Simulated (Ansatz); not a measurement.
# Ge4P3Ru (Pm-3m)

All numbers below come from Ansatz, DFT PBE, scalar-relativistic, plane waves, PAW.

Settings: cutoff 420 eV, Γ-centred mesh 8×8×8 on the computed 8-atom cell, Gaussian smearing of 0.10 eV; no spin polarisation.

The structure is relaxed at this level of theory with its symmetry kept, and needn't be the ground state of this composition.

Space group Pm-3m (No. 221). a = 5.152 Å, b = 5.152 Å, c = 5.152 Å, α = 90.00°, β = 90.00°, γ = 90.00°
```
atom  site  symmetry       x       y       z
  Ge    3d    4/mm.m  0.5000  0.0000  0.0000
  Ge    1b      m-3m  0.5000  0.5000  0.5000
   P    3c    4/mm.m  0.0000  0.5000  0.5000
  Ru    1a      m-3m  0.0000  0.0000  0.0000
```

Q: Formation energy from the elements' standard states (uncorrected)?

A: +0.289 eV/atom.

Q: Kohn–Sham band gap?

A: none (metal).

Q: Density of states at the Fermi level?

A: 6.6 states/eV per cell.

Q: Orbital (Löwdin) character within 0.5 eV of the Fermi level?

A: Ru 4d 42 %, P 3p 26 %, Ge 4p 21 %.

Q: Bader charge by site (e)?

A: Ge (3 in the cell) 0.42, Ge (1 in the cell) 0.58, P (3 in the cell) -0.52, Ru (1 in the cell) -0.28.

Spin polarisation was left out, and a magnetic state may lie lower.

The cell was found from a structure generator's guess, not taken from experiment. Löwdin shares on free-atom orbitals overweight diffuse shells.
